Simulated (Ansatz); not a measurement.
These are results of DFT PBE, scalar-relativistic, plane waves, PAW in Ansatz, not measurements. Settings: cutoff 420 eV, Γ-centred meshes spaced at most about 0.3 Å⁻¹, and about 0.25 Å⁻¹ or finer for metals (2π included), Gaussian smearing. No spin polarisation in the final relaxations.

All energies are static (0 K, no zero-point motion). All come from trial cells, and lower structures may exist.

Task: These unrelaxed guesses for SiSnTeSe3 are each relaxed within their symmetry. Order them by the energy at which they end, lowest first.
A.

```
CELL_PARAMETERS angstrom
5.78707 0.00000 0.00000
-2.89354 5.01175 0.00000
0.00000 0.00000 6.08299
ATOMIC_POSITIONS crystal
Si 0.66667 0.33333 0.56070
Sn 0.33333 0.66667 0.34404
Te 0.00000 0.00000 0.79519
Se 0.78748 0.21252 0.11192
Se 0.78748 0.57497 0.11192
Se 0.42503 0.21252 0.11192
```

B.

```
CELL_PARAMETERS angstrom
4.89550 0.00000 0.00000
0.00000 4.89550 0.00000
0.00000 0.00000 8.25569
ATOMIC_POSITIONS crystal
Si 0.50000 0.50000 0.50000
Sn 0.00000 0.00000 0.50000
Te 0.50000 0.50000 0.00000
Se 0.50000 0.50000 0.24725
Se 0.50000 0.50000 0.75275
Se 0.00000 0.00000 0.00000
```

C.

```
CELL_PARAMETERS angstrom
4.89806 0.00000 0.00000
0.00000 4.89806 0.00000
0.00000 0.00000 7.15474
ATOMIC_POSITIONS crystal
Si 0.00000 0.00000 0.00000
Sn 0.50000 0.50000 0.00000
Te 0.50000 0.50000 0.50000
Se 0.00000 0.50000 0.50000
Se 0.50000 0.00000 0.50000
Se 0.00000 0.00000 0.50000
```

D.

```
CELL_PARAMETERS angstrom
6.38246 0.00000 0.00000
-3.19123 5.52737 0.00000
0.00000 0.00000 4.69268
ATOMIC_POSITIONS crystal
Si 0.33333 0.66667 0.00000
Sn 0.66667 0.33333 0.00000
Te 0.00000 0.00000 0.00000
Se 0.66505 0.83253 0.50000
Se 0.16747 0.83253 0.50000
Se 0.16747 0.33495 0.50000
```

Result: A (ends in P3m1, 0 meV/atom), B (ends in P4/mmm, 47 meV/atom), D (ends in P-6m2, 0.32 eV/atom), C (ends in P4/mmm, 0.39 eV/atom). Even the lowest end lies +0.18 eV/atom against the elements.

Spin–orbit coupling, which can matter for Te, is left out. Cells relaxed within their symmetry can be saddle points. Some candidate types were left out of the draw beforehand, so a known form may be missing.
